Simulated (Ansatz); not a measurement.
Relaxed-ion elastic tensor of BaNbNO₂ in space group P4/mmm (No. 123; Ba on 1a, Nb on 1d, N on 1c, O on 2e) in GPa (Voigt order), r²SCAN (plane waves, PAW; program Ansatz); density 6.60 g/cm³, 13.89 Å³ per atom.

|  | 1 | 2 | 3 | 4 | 5 | 6 |
|---|---|---|---|---|---|---|
| 1 | 345 | 107 | 101 | 0.0 | 0.0 | 0.0 |
| 2 | 107 | 345 | 101 | 0.0 | 0.0 | 0.0 |
| 3 | 101 | 101 | 415 | 0.0 | 0.0 | 0.0 |
| 4 | 0.0 | 0.0 | 0.0 | 122 | 0.0 | 0.0 |
| 5 | 0.0 | 0.0 | 0.0 | 0.0 | 122 | 0.0 |
| 6 | 0.0 | 0.0 | 0.0 | 0.0 | 0.0 | 119 |

Question: Is the crystal mechanically stable?

Answer: Yes: the smallest eigenvalue of C is 119 GPa.

Question: Work out the Voigt, Reuss and Hill averages.

Answer: K_V = 192, K_R = 191, K_H = 191; G_V = 126, G_R = 125, G_H = 125 GPa.

Question: Give Young's modulus, Poisson's ratio, Pugh's ratio and the universal anisotropy index.

Answer: E = 9KG/(3K + G) = 308 GPa; ν = 0.23; K/G = 1.53 (brittle by the Pugh limit of 1.75); A_U = 5G_V/G_R + K_V/K_R − 6 = 0.04.

Question: Estimate the sound speeds and the Debye temperature.

Answer: v_l = √((K + 4G/3)/ρ) = 7360 m/s, v_t = √(G/ρ) = 4360 m/s, mean 4830 m/s; Θ = (h/k)(3n/4πV)^(1/3) v_m = 598 K.

Question: How much does each axis shrink under pressure?

Answer: Linear compressibilities β_i = Σ_j S_ij (j = 1 to 3): x 1.9, y 1.9, z 1.5 per TPa.

The workflow started from a Materials Project entry (that database holds measured and hypothetical structures alike); the Crystallography Open Database copy checked does not list it. With N and O taken as one species the cell has the higher symmetry Pm-3m, so it may be an ordered model of a mixed-site phase. Its standing as an ambient phase is unchecked. Symmetry was held in the r²SCAN relaxation. At this level the phase is dynamically unstable (imaginary phonons). No spin polarisation was allowed. Scalar-relativistic: spin–orbit coupling is off unless named, which matters more the heavier the elements.

Potentials: the later of the program's two PAW sets.
